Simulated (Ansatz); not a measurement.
The start is a generated cell, AlCu built in the AFLOW prototype AB_hR6_160_3a_3a (as in SiC). The structure is fully relaxed (lattice and positions, P = 0) with PBE (plane waves to 420 eV, PAW, scalar-relativistic; Ansatz, a program for electronic structure). The first steps use a coarse 11×11×11 k-mesh.

Input geometry:
```
AlCu
1.0
    1.68941     0.97538     8.27637
   -1.68941     0.97538     8.27637
    0.00000    -1.95076     8.27637
Cu Al
3 3
Direct
  0.00000   0.00000   0.00000
  0.22222   0.22222   0.22222
  0.77778   0.77778   0.77778
  0.08333   0.08333   0.08333
  0.30556   0.30556   0.30556
  0.86111   0.86111   0.86111
```

**Question.** What pressure does the first self-consistent step give?

**Answer.** +58.2 GPa (positive: the cell is compressed).

**Question.** How does the volume per atom move from start to end?

**Answer.** +32.7 %, from 13.64 to 18.10 Å³/atom.

**Question.** How do the shortest distances between atoms change?

**Answer.** The closest pairs of elements (up to four, under 3.6 Å), start → end: Al–Cu 2.07 → 2.40 Å; Cu–Cu 3.38 → 2.55 Å; Al–Al 3.38 → 2.70 Å.

**Question.** Is the relaxed structure metallic? Give its gap.

**Answer.** No gap (metallic).

**Question.** What does it relax into? Give the structure.

**Answer.** 
Space group R3m, hexagonal axes (No. 160); a = b = 3.7780 Å, c = 26.3502 Å, α = β = 90.00°, γ = 120.00°

| atom | site | symmetry | x | y | z |
|---|---|---|---|---|---|
| Cu | 3a | 3m | 0.0000 | 0.0000 | 0.0056 |
| Cu | 3a | 3m | 0.0000 | 0.0000 | 0.8156 |
| Cu | 3a | 3m | 0.0000 | 0.0000 | 0.1994 |
| Al | 3a | 3m | 0.0000 | 0.0000 | 0.9143 |
| Al | 3a | 3m | 0.0000 | 0.0000 | 0.7106 |
| Al | 3a | 3m | 0.0000 | 0.0000 | 0.1045 |
(The calculation used a cell of 6 atoms; values per cell refer to that cell.)

The space group stays R3m (No. 160) (the run could not lower it), with 6 atoms in the primitive cell. Final values are on a 14×14×14 k-mesh of the relaxed cell. No spin polarisation in the result.

The run could not lose the symmetry of its start, so the end can be a saddle point.

The relaxed structure here is a generated cell of AlCu: the first start was made by placing the elements on the sites of a structure type, and the end was not matched to a known phase here, so it may be hypothetical.
